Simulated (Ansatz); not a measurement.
**Two states of EuIn2**

```
In Eu
1.0
     5.00076    0.00000    0.00000
    -2.50038    4.33078    0.00000
     0.00000    0.00000    7.90974
In Eu
4 2
Direct
  0.33330 0.66670 0.45400
  0.66660 0.33330 0.95400
  0.33330 0.66670 0.04600
  0.66670 0.33340 0.54600
  0.00000 0.00000 0.25000
  0.00000 0.00000 0.75000
```

The numbers come from plane-wave PAW DFT (Ansatz): r2SCAN, 500 eV, 4×4×3 Γ-centred k points, fermi-dirac occupations (width 0.1 eV). Nothing was relaxed.

State A: Eu5 up, Eu6 down (collinear spin). State B: Eu5 up, Eu6 up (collinear spin).

Task: Which state is lower, and how do they differ?

Result: State B is lower by 8.4 meV an atom at zero smearing. So small a gap isn't resolved on this mesh where a state is a metal.

```json
{"state": "A", "free energy (meV/atom)": "8.1", "largest moment in a small sphere (μB)": "6.88", "net moment (μB/cell)": "0.00", "gap on mesh (eV)": "metal", "pressure (GPa)": "-0.5", "largest force (eV/Å)": "0.01"}
{"state": "B", "free energy (meV/atom)": "0.0", "largest moment in a small sphere (μB)": "6.88", "net moment (μB/cell)": "14.05", "gap on mesh (eV)": "metal", "pressure (GPa)": "-0.6", "largest force (eV/Å)": "0.01"}
```

Origin: a database entry at a rescaled volume. Caveats: the k mesh is coarse if the cell is a metal; f shells without a U or exact exchange are poorly placed.
